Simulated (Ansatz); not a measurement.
Relaxed-ion elastic tensor of Tl (diamond, Fd-3m) in GPa (Voigt order), PBEsol in the plane-wave PAW code Ansatz; density 8.35 g/cm³, 40.63 Å³ per atom.

|  | 1 | 2 | 3 | 4 | 5 | 6 |
|---|---|---|---|---|---|---|
| 1 | 13.5 | 22.6 | 22.6 | 0.0 | 0.0 | 0.0 |
| 2 | 22.6 | 13.5 | 22.6 | 0.0 | 0.0 | 0.0 |
| 3 | 22.6 | 22.6 | 13.5 | 0.0 | 0.0 | 0.0 |
| 4 | 0.0 | 0.0 | 0.0 | -12.1 | 0.0 | 0.0 |
| 5 | 0.0 | 0.0 | 0.0 | 0.0 | -12.1 | 0.0 |
| 6 | 0.0 | 0.0 | 0.0 | 0.0 | 0.0 | -12.1 |

Q: Is the crystal mechanically stable?

A: No: the smallest eigenvalue of C is -12.1 GPa.

The start of the workflow was typed in or built on a structure type; neither database checked (COD, Materials Project) lists it. It is not the phase usual at ambient conditions (space group No. 194). The PBEsol relaxation kept the symmetry of its start. At this level the phase is mechanically unstable. As this level gives no gap, shear constants depend on the k-mesh and smearing (Fermi–Dirac, 0.1 eV here). Scalar-relativistic: spin–orbit coupling is off unless named, which matters more the heavier the elements.

Potentials: the later of the program's two PAW sets.
